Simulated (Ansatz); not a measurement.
The geometry is COD entry 1510711, unchecked; take it as a test cell. The listed cell was then made from it by scaling, straining or moving an atom.

An input for HfB₂: DFT, PBEsol, all-electron LAPW, scalar-relativistic (Ansatz 0.2.0).

Command: `ansatz run input.yaml --threads 1 --pin off --max-ram 6144MiB --backend cpu --events-out ev --progress --plain --runs-dir out` The run took 36 s on 1 thread of Intel(R) Xeon(R) Platinum 8488C (Sapphire Rapids), on a shared host, peak memory 0.6 GiB.

```yaml
crystal:
  lattice:
    - [3.1086000995, 0.0, 0.0]
    - [-1.5543000498, 2.6921266564, 0.0]
    - [0.0, 0.0, 3.48]
  atoms:
    - { symbol: Hf, position: [0.0, 0.0, 0.0] }
    - { symbol: B, position: [0.3333333333, 0.6666666667, 0.5] }
    - { symbol: B, position: [0.6666666667, 0.3333333333, 0.5] }
kpoints:
  mp_grid: { grid: [13, 13, 11] }
  band_path:
    path:
      - [0.0, 0.0, 0.0]
      - [0.5, 0.0, 0.0]
      - [0.3333333333, 0.3333333333, 0.0]
      - [0.0, 0.0, 0.0]
      - [0.0, 0.0, 0.5]
      - [0.5, 0.0, 0.5]
      - [0.3333333333, 0.3333333333, 0.5]
      - [0.0, 0.0, 0.5]
      - [0.5, 0.0, 0.5]
    npoints: 5
scf:
  occupations: { method: fermi_dirac, width: 0.05 }
hamiltonian:
  xc: pbesol
  pseudopotentials: { kind: all_electron, lapw: { basis_error: 0.0005 } }
output:
  forces: true
  stress: true
  eigenvalues: true
```

Set-up and iterations as logged by Ansatz (the results part is left out, to be predicted):

```
LAPW: plane waves up to 9.187 Å⁻¹, error target 5.0e-4 eV per atom; small_component_spin mean_spin; B in spheres of 0.897 Å, 5 of its electrons in bands, Dirac shells []; Hf in spheres of 1.377 Å, 42 of its electrons in bands, Dirac shells []
Engine: ansatz 0.2.0
Pseudopotentials: kind: all_electron
Pseudopotential: Hf, LAPW, valence charge 42, Koelling and Harmon's equation, gaussian nucleus
Pseudopotential: B, LAPW, valence charge 5, Koelling and Harmon's equation, gaussian nucleus
Functional definition: PBEsol
  exchange = pbesol_x
  correlation = pbesol_c
Crystal: 3 atoms, lattice volume = 29.123 Å³
Basis set: ecut = 321.585744318992 eV, 389 PW (Γ), exchange–correlation at level 2
Bands: 32, of which v1, the nominal top of the filled ones, is band 26 counted from 1 (25 counted from 0)
Symmetry: 24 space group operations
Space group: P6/mmm (ITA 191), of the structure as read, at distance tolerance 3.1e-5 Å
k-points: 126 of 1859
Non-local potential: Hf, projectors of the file, none
Non-local potential: B, projectors of the file, none
Initial density: superposition of atomic densities (chi_scale 0.1, normalization cell, long waves kept (reshape's long-wave potential 0.00 eV rms))
Initial wavefunctions: plane waves of lowest kinetic energy (no species holds an atomic orbital)
Functional: x = pbesol(κ = 0.804, μ = 0.12345679012345678), c = pbesol(β = 0.046)
iter 1 solved again at ethr=6.42e-3 eV; its pass at ethr=1.00e-1 eV (dr2=3.34e0 eV) is discarded
SCF iter   1: F=—  HF=-411477.434615 eV  |F-HF|=—  |Δ(HF+E_count)|=         —  Δρ=7.80e-2  dr2=3.34e0  ethr=6.42e-3  ⟨swp⟩=2.0  Hψ=25097  notcnv=0
SCF iter   2: F=—  HF=-411476.392221 eV  |F-HF|=—  |Δ(HF+E_count)|=    1.04e0  Δρ=4.05e-2  dr2=9.18e-1  ethr=6.42e-3  ⟨swp⟩=2.4  Hψ=11643  notcnv=0
SCF iter   3: F=—  HF=-411476.224606 eV  |F-HF|=—  |Δ(HF+E_count)|=   1.68e-1  Δρ=2.38e-2  dr2=3.36e-1  ethr=1.77e-3  ⟨swp⟩=2.0  Hψ=11476  notcnv=0
SCF iter   4: F=—  HF=-411476.081320 eV  |F-HF|=—  |Δ(HF+E_count)|=   1.43e-1  Δρ=1.13e-2  dr2=7.29e-2  ethr=6.46e-4  ⟨swp⟩=2.0  Hψ=12209  notcnv=0
iter 5 solved again at ethr=6.62e-6 eV; its pass at ethr=1.40e-4 eV (dr2=3.44e-3 eV) is discarded
SCF iter   5: F=—  HF=-411476.067625 eV  |F-HF|=—  |Δ(HF+E_count)|=         —  Δρ=2.69e-3  dr2=3.43e-3  ethr=6.62e-6  ⟨swp⟩=2.0  Hψ=20293  notcnv=0
the basis was enlarged: its passes take 335.1 KiB over the memory plan, 1 of 1 planned eigensolver slots
SCF iter   6: F=—  HF=-411476.067440 eV  |F-HF|=—  |Δ(HF+E_count)|=   1.85e-4  Δρ=1.06e-3  dr2=4.25e-4  ethr=6.60e-6  ⟨swp⟩=2.0  Hψ=11480  notcnv=0
SCF iter   7: F=—  HF=-411476.067408 eV  |F-HF|=—  |Δ(HF+E_count)|=   3.20e-5  Δρ=1.85e-4  dr2=1.02e-5  ethr=8.18e-7  ⟨swp⟩=2.0  Hψ=11480  notcnv=0
SCF iter   8: F=—  HF=-411476.067406 eV  |F-HF|=—  |Δ(HF+E_count)|=   2.33e-6  Δρ=5.28e-5  dr2=5.48e-7  ethr=1.97e-8  ⟨swp⟩=3.0  Hψ=11681  notcnv=0
SCF iter   9: F=-411476.067406 eV  HF=-411476.067406 eV  |F-HF|=4.48e-9  |Δ(HF+E_count)|=   4.53e-8  Δρ=1.12e-5  dr2=2.78e-8  ethr=1.05e-9  ⟨swp⟩=2.0  Hψ=11483  notcnv=0
```

(1) What pressure will this run report?

(2) Is there a band gap?

Results:

(1) 1.04 GPa (positive in compression).

(2) none: bands cross the Fermi level, a metal.
